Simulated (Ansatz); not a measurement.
Data:

HfTe2:
```
HfTe2
1.0
    1.91631     1.10638     6.82842
   -1.91631     1.10638     6.82842
    0.00000    -2.21277     6.82842
Hf Te
1 2
Direct
  0.00000   0.00000   0.00000
  0.24650   0.24650   0.24650
  0.75350   0.75350   0.75350
```

This is the LDA-relaxed structure.

### Question
All from LDA in the plane-wave PAW code Ansatz, unless another level is named. Predict the highest zone-centre frequency.

### Answer
181 cm⁻¹.

### Question
Give the bulk modulus (Birch–Murnaghan fit).

### Answer
25.7 GPa.

Space group R-3m. The cell is a constructed one: a structure type filled with these elements; neither database checked (COD, Materials Project) lists it. Its standing as an ambient phase is unchecked. The LDA relaxation kept the symmetry of its start; whether a distortion lowers the energy is not shown. No spin polarisation was allowed. A crystal of weakly bound layers computed without a dispersion correction: the cell and the soft elastic constants depend strongly on that. As this level gives no gap, phonon frequencies hold no LO–TO term and depend on the k-mesh and smearing (Fermi–Dirac, 0.1 eV here). Spin–orbit coupling is left out wherever it is not named.

Potentials: the earlier of the program's two PAW sets. The files were generated under PBE; for other functionals the program regenerates the frozen cores, and for LDA and PBEsol the local potential too.
